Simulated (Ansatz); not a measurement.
Hf2CuSb3:
```cif
data_CuHf2Sb3
_chemical_formula_sum 'Sb3 Cu1 Hf2'
_space_group_name_H-M_alt 'P-4m2'
_space_group_IT_number 115
_space_group_name_Hall 'P -4 -2'
_cell_length_a 3.90123
_cell_length_b 3.90123
_cell_length_c 8.55639
_cell_angle_alpha 90.000
_cell_angle_beta 90.000
_cell_angle_gamma 90.000
loop_
_atom_site_label
_atom_site_type_symbol
_atom_site_symmetry_multiplicity
_atom_site_Wyckoff_symbol
_atom_site_fract_x
_atom_site_fract_y
_atom_site_fract_z
_atom_site_occupancy
Sb1 Sb 1 b 0.50000 0.50000 0.00000 1
Cu1 Cu 1 a 0.00000 0.00000 0.00000 1
Hf1 Hf 2 g 0.50000 0.00000 0.26348 1
Sb2 Sb 2 g 0.00000 0.50000 0.37595 1
```

Relaxed at zero pressure with r²SCAN (plane waves, PAW; program Ansatz).

Problem. The volume is lowered by 6 % and shape and atoms relax at that volume. What pressure results, and how do the axes share the change?

Solution. 7.1 GPa; a -2.2 %, b -2.2 %, c -1.8 %; the energy rises by 27 meV/atom.

Problem. Give the new structure.

Solution. 
Space group P-4m2 (No. 115); a = b = 3.8159 Å, c = 8.4066 Å, α = β = γ = 90.00°

```tsv
atom	site	symmetry	x	y	z
Sb	1b	-4m2	0.5000	0.5000	0.0000
Cu	1a	-4m2	0.0000	0.0000	0.0000
Hf	2g	2mm.	0.5000	0.0000	0.2623
Sb	2g	2mm.	0.0000	0.5000	0.3793
```

The phase is kept; no other phase was compared at this pressure.

The workflow started from an entry of the Crystallography Open Database (COD). Whether it is the stable phase at ambient conditions was not checked. Symmetry was held in the r²SCAN relaxation; whether a distortion lowers the energy is not shown. No spin polarisation was allowed. Scalar-relativistic: spin–orbit coupling is off unless named, which matters more the heavier the elements.

Potentials: the later of the program's two PAW sets.
